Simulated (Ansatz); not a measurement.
Structure from Materials Project entry mp-82 (possibly hypothetical), not relaxed further.

An input for Tl and the output that it gave: DFT, PBE, all-electron LAPW, scalar-relativistic (Ansatz 0.2.0).

Command: `ansatz run input.yaml --threads 1 --pin off --max-ram 2048MiB --backend cpu --events-out ev --progress --plain --runs-dir out` The run took 110 s on 1 thread of AMD EPYC 7R43 64-Core Processor (Zen 3) (shared host).

```yaml
crystal:
  lattice:
    - [3.4973395198, 0.0, 0.0]
    - [-1.7486697599, 3.0287848698, 0.0]
    - [0.0, 0.0, 5.64656168]
  atoms:
    - { symbol: Tl, position: [0.3333333333, 0.6666666667, 0.25] }
    - { symbol: Tl, position: [0.6666666667, 0.3333333333, 0.75] }
kpoints:
  mp_grid: { grid: [11, 11, 6] }
  band_path:
    path:
      - [0.0, 0.0, 0.0]
      - [0.5, 0.0, 0.0]
      - [0.3333333333, 0.3333333333, 0.0]
      - [0.0, 0.0, 0.0]
      - [0.0, 0.0, 0.5]
      - [0.5, 0.0, 0.5]
      - [0.3333333333, 0.3333333333, 0.5]
      - [0.0, 0.0, 0.5]
      - [0.5, 0.0, 0.5]
    npoints: 14
scf:
  occupations: { method: fermi_dirac, width: 0.05 }
hamiltonian:
  xc: pbe
  pseudopotentials: { kind: all_electron, lapw: { basis_error: 0.00025 } }
output:
  forces: true
  stress: true
  eigenvalues: true
  fatbands: true
  populations: true
  dos: { projected: true, de: 0.2, e_range: [-14, 8] }
```

Output:

```
Tl: projections on atomic orbitals take those of the free atom 1s2 2s2 2p6 3s2 3p6 3d10 4s2 4p6 4d10 4f14 5s2 5p6 5d10 6s2 6p1, of charge +0.00 (hamiltonian.pseudopotentials.projection_atoms)
LAPW: plane waves up to 6.976 Å⁻¹, error target 2.5e-4 eV per atom; small_component_spin mean_spin; Tl in spheres of 1.736 Å, 35 of its electrons in bands, Dirac shells []
Engine: ansatz 0.2.0
Pseudopotentials: kind: all_electron
Pseudopotential: Tl, LAPW, valence charge 35, Koelling and Harmon's equation, gaussian nucleus
Functional definition: PBE
  parameter kappa = 0.804
  parameter beta = 0.06672455060314922
  exchange = pbe_x(kappa = kappa, mu = beta*pi^2/3)
  correlation = pbe_c(beta = beta)
Crystal: 2 atoms, lattice volume = 59.812 Å³
Basis set: ecut = 185.3907591459895 eV, 325 PW (Γ), exchange–correlation at level 2
Bands: 42, of which v1, the nominal top of the filled ones, is band 35 counted from 1 (34 counted from 0)
Symmetry: 24 space group operations
Space group: P63/mmc (ITA 194), of the structure as read, at distance tolerance 3.9e-5 Å
k-points: 64 of 726
Non-local potential: Tl, projectors of the file, none
Initial density: superposition of atomic densities (chi_scale 0.1, normalization cell)
Initial wavefunctions: plane waves of lowest kinetic energy (no species holds an atomic orbital)
Functional: x = pbe(κ = 0.804, μ = 0.2195149727645171), c = pbe(β = 0.06672455060314922)
iter 1 solved again at ethr=7.99e-6 eV; its pass at ethr=1.00e-1 eV (dr2=5.59e-3 eV) is discarded
SCF iter   1: F=—  HF=-1101552.489174 eV  |F-HF|=—  |Δ(HF+E_count)|=         —  Δρ=3.49e-3  dr2=5.64e-3  ethr=7.99e-6  ⟨swp⟩=3.8  Hψ=17787  notcnv=0
preconditioner: auto → LDOS  [metal: Δε(μ)=0.068 eV  Ē_g=15.550 eV  σ=0.050 eV  W_gap=0.32  n_scr=22 (ndim 8)  ℏωp=24.5 eV  f_vac=0.064  D(μ)=1.12/eV (n_scr^D=2)  β→1.0]
iter 2 solved again at ethr=5.85e-7 eV; its pass at ethr=7.99e-6 eV (dr2=4.10e-4 eV) is discarded
SCF iter   2: F=—  HF=-1101552.488549 eV  |F-HF|=—  |Δ(HF+E_count)|=   6.25e-4  Δρ=1.04e-3  dr2=4.10e-4  ethr=5.85e-7  ⟨swp⟩=2.0  Hψ=14814  notcnv=0
SCF iter   3: F=—  HF=-1101552.442622 eV  |F-HF|=—  |Δ(HF+E_count)|=   4.59e-2  Δρ=9.38e-4  dr2=4.03e-4  ethr=5.85e-7  ⟨swp⟩=3.0  Hψ=9055  notcnv=0
SCF iter   4: F=—  HF=-1101552.441640 eV  |F-HF|=—  |Δ(HF+E_count)|=   9.82e-4  Δρ=3.66e-4  dr2=6.21e-5  ethr=5.76e-7  ⟨swp⟩=2.4  Hψ=8101  notcnv=0
SCF iter   5: F=—  HF=-1101552.441661 eV  |F-HF|=—  |Δ(HF+E_count)|=   2.08e-5  Δρ=1.05e-4  dr2=5.15e-6  ethr=8.87e-8  ⟨swp⟩=3.0  Hψ=8232  notcnv=0
SCF iter   6: F=-1101552.441672 eV  HF=-1101552.441672 eV  |F-HF|=1.38e-7  |Δ(HF+E_count)|=   1.14e-5  Δρ=1.11e-5  dr2=5.75e-8  ethr=7.36e-9  ⟨swp⟩=3.0  Hψ=8270  notcnv=0
SCF 1 converged in 6 iterations: F = -1101552.441672 eV  dr2 = 5.75e-8
NSCF: frozen V_eff on 113 k-points
SCF converged after 6 iterations
Free energy (F): -1101552.441672 eV
Harris-Foulkes:  -1101552.441672 eV  (|F-HF|=1.38e-7)
Internal energy: -1101552.432763 eV  (E = F + TS)
E sigma→0 (E₀):  -1101552.437218 eV
Entropy (-TS):   -0.008909 eV (-4.455 meV/atom)
Fermi energy:    14.763177 eV
--- Per-component energies (eV) ---
  E_band       = -3665.813013
  E_kinetic    = 1265089.099801
  E_xc         = -20714.260157
  E_electrostatic = -2345927.272406  (all electrons and nuclei)
  E_smearing   = -0.008909  (= −TS)
  E_closure    = 0.000000  (closes the sum)
  E_atoms      = -1101548.003718  (free atoms, spherical and without spin; not in F)
  Σ components = -1101552.441672   (vs F -1101552.441672, Δ=0.00e0)
  Basis errors (estimates in eV, not in F): energy 4.8e-5 per atom: plane waves 4.6e-5 (3.4e-5 summed), levels above the bands 2.0e-92, relativity 4.6e-9, radial functions 1.3e-6, core shells 3.5e-9; eigenvalues (radial functions only) 4.7e-6; not estimated: angular momenta, meshes, grids; target (lapw.basis_error) 2.5e-4; muffin-tin radii Tl 1.736 Å
--- Forces (eV/Å), atoms counted from 1 ---
  atom   1  Tl    -0.00000000     0.00000000    -0.00000000
  atom   2  Tl     0.00000000    -0.00000000     0.00000000
  max |Σ_I F_I| component: 5.78e-19 eV/Å
--- Stress (GPa, compression-positive) ---
        1.569807      -0.000000       0.000000
       -0.000000       1.569807       0.000000
        0.000000       0.000000       1.130755
  P = ⅓ Tr σ = 1.4235 GPa (14.235 kbar)
--- Band table (eV; the first three rows and the last of 64) ---
  k-point 0: bands = ["-111.8468", "-111.8466", "-95.1586", "-95.1586", "-95.1586", "-95.1586", "-95.1579", "-95.1579", "-95.1579", "-95.1579", "-95.1575", "-95.1575", "-95.1575", "-95.1575", "-95.1574", "-95.1574", "-57.0800", "-57.0766", "-57.0766", "-57.0754", "-57.0754", "-57.0733", "3.0605", "3.2404", "3.2665", "3.2665", "3.3117", "3.3117", "3.3816", "3.3816", "3.6719", "3.6719", "5.0424", "9.5673", "12.0917", "22.5819", "22.5819", "24.5370", "24.5370", "25.0265", "25.0742", "25.4188"]
  k-point 1: bands = ["-111.8467", "-111.8466", "-95.1586", "-95.1586", "-95.1586", "-95.1586", "-95.1579", "-95.1579", "-95.1579", "-95.1579", "-95.1575", "-95.1575", "-95.1575", "-95.1575", "-95.1574", "-95.1574", "-57.0796", "-57.0765", "-57.0765", "-57.0755", "-57.0755", "-57.0737", "3.0764", "3.2359", "3.2478", "3.2478", "3.2988", "3.2988", "3.4228", "3.4228", "3.6624", "3.6624", "5.1876", "8.7050", "13.2439", "22.6971", "22.6971", "23.3334", "24.4007", "24.4007", "25.0603", "25.4012"]
  k-point 2: bands = ["-111.8467", "-111.8466", "-95.1586", "-95.1586", "-95.1586", "-95.1586", "-95.1579", "-95.1579", "-95.1579", "-95.1579", "-95.1575", "-95.1575", "-95.1575", "-95.1575", "-95.1574", "-95.1574", "-57.0783", "-57.0763", "-57.0763", "-57.0757", "-57.0757", "-57.0750", "3.1184", "3.2145", "3.2324", "3.2324", "3.2691", "3.2691", "3.4999", "3.4999", "3.6309", "3.6309", "5.6342", "7.4455", "15.3695", "20.5653", "23.0251", "23.0251", "24.0187", "24.0187", "25.1407", "25.3452"]
  k-point 63: bands = ["-111.8466", "-111.8466", "-95.1586", "-95.1586", "-95.1586", "-95.1586", "-95.1579", "-95.1579", "-95.1579", "-95.1579", "-95.1575", "-95.1575", "-95.1575", "-95.1575", "-95.1574", "-95.1574", "-57.0803", "-57.0803", "-57.0790", "-57.0790", "-57.0753", "-57.0753", "3.1195", "3.1195", "3.3101", "3.3101", "3.3906", "3.3906", "3.5041", "3.5041", "3.6869", "3.6869", "10.5722", "10.5722", "13.7578", "13.7578", "15.4817", "15.4817", "21.9642", "21.9642", "25.3081", "25.3081"]
--- Löwdin populations: 2 sites ---
  site symbol       q [e]
     0     Tl     80.9903
     1     Tl     80.9903
  spilling = 0.000119 (of n_electrons = 162.000000)
```
